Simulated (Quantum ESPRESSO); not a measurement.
BaTiO3, space group P4mm (No. 99):

```xyz
5
Lattice="3.9904 0.0000 0.0000 0.0000 3.9904 0.0000 0.0000 0.0000 4.1027" Properties=species:S:1:pos:R:3 pbc="T T T"
Ba     1.9952     1.9952     2.3900
Ti     0.0000     0.0000     0.4104
O      0.0000     1.9952     0.2635
O      1.9952     0.0000     0.2635
O      0.0000     0.0000     2.2522
```
The geometry is a computed Materials Project entry, not a measured one. It is BaTiO3 in P4mm. Stability against distortions was not tested. Forces on the atoms reach 0.12 eV/Å at this level. The run has no spin polarisation.

```csv
site,Wyckoff letter,site symmetry
Ba,b,4mm
Ti,a,4mm
O1,c,2mm
O2,a,4mm
```

Cores are frozen. Against all-electron runs on small test molecules, this scheme's |Vzz| missed by −2 to +6 % on O. Ba, Ti had no test against all-electron runs. Spin–orbit coupling is left out, a limit on Ba.

Question: Where does symmetry force the field gradient to vanish or to be axial, and what does PBE PAW (JTH datasets; density from pw.x of a modified build of Quantum ESPRESSO, gradients reconstructed from it by a script) give?

Answer: 
```json
[
 {"site": "Ba", "by symmetry": "axial, η = 0 (an axis of order 3 or more)", "Vzz (a.u.)": "-0.076", "η_Q": "0.00"},
 {"site": "Ti", "by symmetry": "axial, η = 0 (an axis of order 3 or more)", "Vzz (a.u.)": "0.143", "η_Q": "0.00"},
 {"site": "O1", "by symmetry": "η is free", "Vzz (a.u.)": "0.270", "η_Q": "0.19"},
 {"site": "O2", "by symmetry": "axial, η = 0 (an axis of order 3 or more)", "Vzz (a.u.)": "0.173", "η_Q": "0.00"}
]
```
